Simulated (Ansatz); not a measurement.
LiF:
```cif
data_F4Li4
_chemical_formula_sum 'Li4 F4'
_space_group_name_H-M_alt 'Fm-3m'
_space_group_IT_number 225
_space_group_name_Hall '-F 4 2 3'
_cell_length_a 3.99024
_cell_length_b 3.99024
_cell_length_c 3.99024
_cell_angle_alpha 90.000
_cell_angle_beta 90.000
_cell_angle_gamma 90.000
loop_
_atom_site_label
_atom_site_type_symbol
_atom_site_symmetry_multiplicity
_atom_site_Wyckoff_symbol
_atom_site_fract_x
_atom_site_fract_y
_atom_site_fract_z
_atom_site_occupancy
Li1 Li 4 a 0.00000 0.00000 0.00000 1
F1 F 4 b 0.50000 0.50000 0.50000 1
```
(The calculation used a cell of 2 atoms; values per cell refer to that cell.)

Relaxed with r²SCAN.

### Question
Tabulate the valence density and the electron localisation function along the shortest Li–Li contact (2.82 Å), r²SCAN (plane waves, PAW; program Ansatz).

### Answer


| distance from Li (Å) | density (e/Å³) | ELF |
|---|---|---|
| 0.28 | 4.99 | 0.99 |
| 0.42 | 2.05 | 0.85 |
| 0.56 | 0.50 | 0.24 |
| 0.71 | 0.11 | 0.02 |
| 0.85 | 0.07 | 0.01 |
| 0.99 | 0.07 | 0.02 |
| 1.13 | 0.07 | 0.02 |
| 1.27 | 0.08 | 0.03 |
| 1.41 | 0.08 | 0.03 |
| 1.55 | 0.08 | 0.03 |
| 1.69 | 0.07 | 0.02 |
| 1.83 | 0.07 | 0.02 |
| 1.98 | 0.07 | 0.01 |
| 2.12 | 0.11 | 0.02 |
| 2.26 | 0.50 | 0.24 |
| 2.40 | 2.05 | 0.85 |
| 2.54 | 4.99 | 0.99 |

The density is the valence pseudo-density with augmentation charge, so density and ELF within about 1 Å of a nucleus are not all-electron values.

The cell was relaxed with r²SCAN under the symmetry of its start.

Potentials: the later of the program's two PAW sets.
